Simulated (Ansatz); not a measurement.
## Relaxing a structure of Au

The start is a generated cell, Au placed in the bcc structure type. Cell shape, volume and atoms are optimised at zero target pressure with r2SCAN (plane waves to 500 eV, PAW, scalar-relativistic; Ansatz, an electronic-structure program). First-step values are on the input's coarse k-mesh.

Ansatz input (later rounds restart from its end on a renewed k-mesh):
Ansatz 0.2 input:
```yaml
crystal:
  lattice:
    - [-1.619149, 1.619149, 1.619149]
    - [1.619149, -1.619149, 1.619149]
    - [1.619149, 1.619149, -1.619149]
  atoms:
    - { symbol: Au, position: [0, 0, 0] }
basis: { ecutwfc: 500, ecutrho_ratio: 4, xc_grid: 4, fft_grid_basis: typed }
kpoints: { mp_grid: { grid: [14, 14, 14] } }
hamiltonian:
  xc: r2scan
  dispersion: none
  pseudopotentials: { kind: paw }
scf: { occupations: { method: fermi_dirac, width: 0.05 } }
relax: { f_tol: 0.01, max_steps: 100, cell: { stress_tol: 0.02 } }
output: { forces: true, stress: true }
```

Task: How much energy is released per atom?

Result: 0.01 eV/atom.

Task: Is the relaxed structure metallic? Give its gap.

Result: No gap (metallic).

Task: Give the final cell and atomic positions.

Result: 
```cif
data_Au2
_chemical_formula_sum 'Au2'
_space_group_name_H-M_alt 'Im-3m'
_space_group_IT_number 229
_space_group_name_Hall '-I 4 2 3'
_cell_length_a 3.27593
_cell_length_b 3.27593
_cell_length_c 3.27593
_cell_angle_alpha 90.000
_cell_angle_beta 90.000
_cell_angle_gamma 90.000
loop_
_atom_site_label
_atom_site_type_symbol
_atom_site_symmetry_multiplicity
_atom_site_Wyckoff_symbol
_atom_site_fract_x
_atom_site_fract_y
_atom_site_fract_z
_atom_site_occupancy
Au1 Au 2 a 0.00000 0.00000 0.00000 1
```
(The calculation used a cell of 1 atom; values per cell refer to that cell.)

The space group stays Im-3m (No. 229) (the run could not lower it); the end is bcc (W type), with 1 atom in the primitive cell. Final values are on a 20×20×20 k-mesh of the relaxed cell. No spin polarisation in the result.

The run could not lower the symmetry of its start; a shaken copy of this end point relaxes with r2SCAN to I4/mmm (No. 139) at a tolerance of 0.01 Å, Fm-3m (No. 225) at 0.1 Å, 0.02 eV/atom lower.

The relaxed structure here is a generated cell of Au: the first start was made by placing the elements on the sites of a structure type, and the end was not matched to a known phase here, so it may be hypothetical. Known forms of Au include space group No. 225.
